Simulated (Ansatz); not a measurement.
## Cs₃Y₂I₉: a run for the field gradients

```yaml
crystal:
  lattice:
    - [8.406, 0.0, 0.0]
    - [-4.203, 7.2798095442, 0.0]
    - [0.0, 0.0, 21.28]
  atoms:
    - { symbol: Cs, position: [0.0, 0.0, 0.25] }
    - { symbol: Cs, position: [0.0, 0.0, 0.75] }
    - { symbol: Cs, position: [0.3333333333, 0.6666666667, 0.0682904749] }
    - { symbol: Cs, position: [0.6666666667, 0.3333333333, 0.5682904749] }
    - { symbol: Cs, position: [0.3333333333, 0.6666666667, 0.4317095251] }
    - { symbol: Cs, position: [0.6666666667, 0.3333333333, 0.9317095251] }
    - { symbol: "Y", position: [0.6666666667, 0.3333333333, 0.1555121837] }
    - { symbol: "Y", position: [0.3333333333, 0.6666666667, 0.6555121837] }
    - { symbol: "Y", position: [0.6666666667, 0.3333333333, 0.3444878163] }
    - { symbol: "Y", position: [0.3333333333, 0.6666666667, 0.8444878163] }
    - { symbol: I, position: [0.5017320268, 0.0034640537, 0.25] }
    - { symbol: I, position: [0.4982679732, 0.5017320268, 0.75] }
    - { symbol: I, position: [0.9965359463, 0.4982679732, 0.25] }
    - { symbol: I, position: [0.4982679732, 0.9965359463, 0.75] }
    - { symbol: I, position: [0.5017320268, 0.4982679732, 0.25] }
    - { symbol: I, position: [0.0034640537, 0.5017320268, 0.75] }
    - { symbol: I, position: [0.8379378985, 0.6758757971, 0.0839685303] }
    - { symbol: I, position: [0.1620621015, 0.8379378985, 0.5839685303] }
    - { symbol: I, position: [0.3241242029, 0.1620621015, 0.0839685303] }
    - { symbol: I, position: [0.1620621015, 0.3241242029, 0.5839685303] }
    - { symbol: I, position: [0.8379378985, 0.1620621015, 0.0839685303] }
    - { symbol: I, position: [0.6758757971, 0.8379378985, 0.5839685303] }
    - { symbol: I, position: [0.3241242029, 0.1620621015, 0.4160314697] }
    - { symbol: I, position: [0.1620621015, 0.8379378985, 0.9160314697] }
    - { symbol: I, position: [0.8379378985, 0.6758757971, 0.4160314697] }
    - { symbol: I, position: [0.6758757971, 0.8379378985, 0.9160314697] }
    - { symbol: I, position: [0.8379378985, 0.1620621015, 0.4160314697] }
    - { symbol: I, position: [0.1620621015, 0.3241242029, 0.9160314697] }
kpoints:
  mp_grid: { grid: [4, 4, 2] }
scf:
  occupations: { method: fermi_dirac, width: 0.02 }
  max_iter: 75
hamiltonian:
  xc: pbe
  pseudopotentials: { kind: paw }
output:
  forces: true
  stress: true
  POPULATIONS: true
  efg:
    quadrupole_moments_barn: { Cs: -0.00343, I: -0.68822 }
    contact_densities: true
```

```sh
ansatz run input.yaml --threads 4 --pin off --max-ram 8192MiB --backend cpu --events-out ev --progress --plain --runs-dir out
```

Q: Does this calculation finish, and if not, why?

A: The program refused the input. The input holds a misspelt key. The program says:

```
Error: YAML parse error: error: line 46 column 3: unknown field `POPULATIONS`, expected one of write_density, write_potential, write_potential_components, volumetric_format, write_bands, fatbands, populations, hubbard, elf, band_densities, bader, dos, optics, efg, charged_corrections, wannier, polarization, topological_invariants, transmission, current_voltage, crpa, pair_interaction, rpa_energy, embedding, core_levels, xc_energy_on_converged_density, boltztrap, local_orbitals, orbitals, eigenstates, states_by_energy, atomic_orbital_hamiltonian, active_space, given_orbital_levels, support_matrices, forces, stress, cutoff_correction, eigenvalues, band_residual_tolerance, publish_guard_bands
  --> <input>:46:3
   |
44 |   forces: true
45 |   stress: true
46 |   POPULATIONS: true …
```

Against a sound input the change was `output.populations`: populations → POPULATIONS; `scf.max_iter`: not typed → 75.

With the sound settings the run converges and gives V_zz (10²¹ V/m²) Cs1 -1.12 (η 0.00), Cs3 1.76 (η 0.00), Y 0.78 (η 0.00), I11 -14.73 (η 0.67), I17 7.91 (η 0.06); a site carries the number of its first atom in the input. These hold for the positions as typed, which a relaxation reached. Without spin–orbit coupling the gradients at and beside I can be off by some per cent, at some sites by more.
